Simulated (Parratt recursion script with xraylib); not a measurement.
## X-ray reflectivity of single films on Si: where the minima fall

Simulated, not measured: specular X-ray reflectivity, Parratt recursion, Névot-Croce roughness, xraylib tables (Parratt recursion script with xraylib 4.3.0).

Photon energy 17.479 keV (λ = 0.7093 Å), s polarisation. The grazing angle θ is scanned from 0.05° to 1.84° in 900 evenly spaced points, and the curve is smoothed with a Gaussian of 0.004° full width. A minimum is a scan point below both neighbours, placed by a parabola through ln R at the three points.

Each run is one film on Si (density 2.313 g/cm³, δ = 1.576 × 10⁻⁶, rms roughness 2.2 Å) under vacuum. The film surface has an rms roughness of 4.5 Å in all runs. The refractive index is n = 1 − δ + iβ. The table lists all minima between 0.4 and 0.65°.

| run | film | thickness d (Å) | density (g/cm³) | δ (10⁻⁶) | β (10⁻⁶) | minima at θ (°) |
|---|---|---|---|---|---|---|
| A | Rh | 600 | 10.538 | 6.108 | 0.1381 | 0.423, 0.453, 0.484, 0.515, 0.546, 0.578, 0.610, 0.642 |
| B | Rh | 480 | 10.538 | 6.108 | 0.1381 | ? |
| C | Rh | 600 | 9.918 | 5.748 | 0.1300 | 0.420, 0.451, 0.481, 0.512, 0.544, 0.576, 0.608, 0.640 |

Densities are inputs, not measurements. They were set from computed cells of the Materials Project: Rh from entry mp-74 (Fm-3m, 12.398 g/cm³, taken at 80 and 85 %); Si from entry mp-149 (Fd-3m, 2.313 g/cm³). A layer's crystal structure does not enter its constants, only its composition and density.

Q: How many minima does run B have between 0.4 and 0.65°, and where?

A: Inside a film the fringe order is m = (2d/λ)(sin²θ − 2δ)^½, with the film's own δ. Where the film's δ lies above the substrate's, its two faces reflect with opposite signs, and minima are expected at whole m.

- Run A, δ above the substrate's: the minima give m = 11.00, 12.00, 13.01, 14.01, 15.00, 16.01, 17.01, 18.01.
- Run C, δ above the substrate's: the minima give m = 11.00, 12.02, 12.99, 13.99, 15.00, 16.01, 17.01, 18.01.

In run B the film's δ lies above the substrate's, so take whole m. The window runs from m = 8.18 to 14.61 and holds m = 9, 10, 11, 12, 13, 14. Then sin²θ = 2δ + (mλ/2d)² gives θ = 0.430, 0.468, 0.507, 0.546, 0.586, 0.626°.

The run has 6 minima, at 0.431, 0.468, 0.507, 0.546, 0.586, 0.626°. The largest distance from one of them to an estimated minimum is 0.001°, against a mean spacing of 0.039°.
